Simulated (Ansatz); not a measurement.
Cs2NiO2:
```yaml
crystal:
  lattice:
    - [-2.19988, 2.19988, 6.78740]
    - [2.19988, -2.19988, 6.78740]
    - [2.19988, 2.19988, -6.78740]
  atoms:
    - { symbol: Cs, position: [0.34950, 0.34950, 0.00000] }
    - { symbol: Cs, position: [0.65050, 0.65050, 0.00000] }
    - { symbol: Ni, position: [0.00000, 0.00000, 0.00000] }
    - { symbol: O, position: [0.12398, 0.12398, 0.00000] }
    - { symbol: O, position: [0.87602, 0.87602, 0.00000] }
```
The run is spin-polarised; directions of the spins, atom by atom: 0 0 ↑ ↑ ↑.

Relaxed with r²SCAN.

**Question.** Map the spin density (μB/Å³) on the plane through (0.350, 0.350, 0.000) spanned by u = [1, 1, 0] and v = [1, -1, 0] in lattice vectors, from plane-wave PAW r²SCAN (Ansatz code).

**Answer.** x is the fraction of u, y of v (the angle between them is 90°; rows are the nearest grid lines); atoms in the plane: Cs at (0.00, 0.00), Cs at (0.50, 0.50), Cs at (0.30, 0.00), Cs at (0.80, 0.50), Ni at (0.15, 0.50), Ni at (0.65, 0.00), O at (0.27, 0.50), O at (0.77, 0.00), O at (0.03, 0.50), O at (0.53, 0.00).
```
y \ x   0.000   0.100   0.175   0.275   0.375   0.450   0.550   0.625   0.725   0.825  0.900   1.00
------  -----  ------  ------  ------  ------  ------  ------  ------  ------  ------  -----  -----
1.00    0.000   0.000   0.000  -0.002   0.001  -0.005   0.066    2.17  -0.005  -0.008  0.000  0.000
0.935   0.000   0.000   0.000   0.000   0.000   0.000   0.156   0.918  -0.013   0.015  0.000  0.000
0.839   0.000  -0.001  -0.001   0.001   0.000   0.002   0.004  -0.001  -0.011   0.008  0.000  0.000
0.774   0.001  -0.003  -0.004   0.000   0.000   0.001  -0.001  -0.006  -0.005   0.002  0.000  0.001
0.677   0.013  -0.007  -0.006   0.013   0.001   0.000   0.000  -0.002  -0.001   0.000  0.000  0.013
0.613   0.061   0.022   0.102   0.103   0.000   0.000   0.000  -0.001   0.000   0.000  0.000  0.061
0.548   0.165   0.091    1.53   0.612  -0.001   0.001  -0.002   0.000  -0.001   0.000  0.000  0.165
0.452   0.165   0.091    1.53   0.612  -0.001   0.001  -0.002   0.000  -0.001   0.000  0.000  0.165
0.387   0.061   0.022   0.102   0.103   0.000   0.000   0.000  -0.001   0.000   0.000  0.000  0.061
0.323   0.013  -0.007  -0.006   0.013   0.001   0.000   0.000  -0.002  -0.001   0.000  0.000  0.013
0.226   0.001  -0.003  -0.004   0.000   0.000   0.001  -0.001  -0.006  -0.005   0.002  0.000  0.001
0.161   0.000  -0.001  -0.001   0.001   0.000   0.002   0.004  -0.001  -0.011   0.008  0.000  0.000
0.0645  0.000   0.000   0.000   0.000   0.000   0.000   0.156   0.918  -0.013   0.015  0.000  0.000
0.000   0.000   0.000   0.000  -0.002   0.001  -0.005   0.066    2.17  -0.005  -0.008  0.000  0.000
```

The density is the valence pseudo-density with augmentation charge, so density and ELF within about 1 Å of a nucleus are not all-electron values.

Space group I4/mmm. The first step of the workflow began from a Materials Project structure, measured or hypothetical; the Crystallography Open Database copy checked does not list it. Its standing as an ambient phase is unchecked. The r²SCAN relaxation kept the symmetry of its start; whether a distortion lowers the energy is not shown. The final state is ferromagnetic, the only order run, not a proven ground state. The cell computed holds one magnetic atom, so no antiferromagnetic order was within reach. Other orbital occupations within this spin state were not tried. No Hubbard U is applied. Spin–orbit coupling is left out wherever it is not named.

Potentials: the later of the program's two PAW sets.
